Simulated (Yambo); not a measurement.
G0W0@PBEsol for MgS (rock salt, space group Fm-3m, No. 225) in Yambo. Reference settings: 6×6×6 Γ-centred k mesh, bands 5 to 80 and a 10 Ry block in the screening, 80 bands in G with the Bruneval-Gonze terminator, plasmon pole fitted at 27.2 eV. The PBEsol gap Γ → X on this mesh is 2.73 eV; G0W0 gaps are taken between the same points.

The settings were changed. The gap went from 4.55 eV to 4.35 eV, and the shift of the valence edge from -1.15 eV to -0.63 eV.

### Question
Name the change that produced these shifts.
A. no terminator
B. 27 bands in G, no terminator
C. 27 bands in G
D. wavefunctions cut at 25 Ry

### Answer
B, 27 bands in G, no terminator. The others gave (gap, valence shift): no terminator: 4.50, -1.05 eV; 27 bands in G: 4.56, -1.12 eV; wavefunctions cut at 25 Ry: 4.64, -1.13 eV.

Geometry relaxed with PBEsol; primitive cell a = 3.6650 Å, b = 3.6650 Å, c = 3.6650 Å, α = 60.00°, β = 60.00°, γ = 60.00°.

A shift is the quasiparticle energy of the state minus its PBEsol energy.
